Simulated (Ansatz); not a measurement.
CuPd (CsCl type, space group No. 221), DFT-PBE in the program Ansatz with PAW potentials, all energies at zero smearing, with the estimated change up to a 700 eV cutoff added, with one set of potentials and settings (totals compare only within such a set). Cell of 2 atoms (1 Cu, 1 Pd): -13598.263 eV.

```tsv
element	reference phase	E (eV/atom)
Cu	Fm-3m, 1 atoms in the cell	-6625.1757
Pd	Fm-3m, 1 atoms in the cell	-6972.8544
```

Formation energy per atom, worked out: (-13598.263 − 1×(-6625.1757) − 1×(-6972.8544))/2 = -0.116 eV/atom (-11 kJ per mol of atoms), at 0 K, without zero-point energy or fitted corrections.

Space group Pm-3m (CsCl type). The workflow started from an entry of the Crystallography Open Database (COD). Its standing as an ambient phase is unchecked. The cell was relaxed with PBE under the symmetry of its start; whether a distortion lowers the energy is not shown. The run is not spin-polarised. The references are the lowest solids computed at this level, not always the standard phases.

Potentials: the later of the program's two PAW sets.
